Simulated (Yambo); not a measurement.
K₂PdC₂ (space group P-3m1, No. 164), G0W0@LDA (Yambo, plasmon pole, terminator in G, 3×3×2 mesh): gap A → (0, 0.333, -0.5) in eV by bands and screening block.

```tsv
bands (W and G)	2 Ry	3 Ry	5 Ry	6 Ry	8 Ry
51	2.93	…	2.88	2.90	2.91
81	2.82	2.75	…	2.79	…
121	2.79	2.71	2.75	2.77	2.79
169	2.79	2.70	2.74	2.77	2.79
220	2.79	2.69	2.74	2.77	2.79
```

Q: Estimate the withheld gaps from their neighbours; the computed values follow.

A: 
- 51, 3 Ry: 2.86
- 81, 5 Ry: 2.78
- 81, 8 Ry: 2.81

The largest settings aren't shown to be the converged limit.

Spin-orbit coupling is not included.

Geometry of the Materials Project entry, not relaxed at this level; primitive cell a = b = 5.118 Å, c = 5.258 Å, α = β = 90.00°, γ = 120.00°.

The structure is a Materials Project entry; no match was found in the copy of COD used, and its stability was not checked.
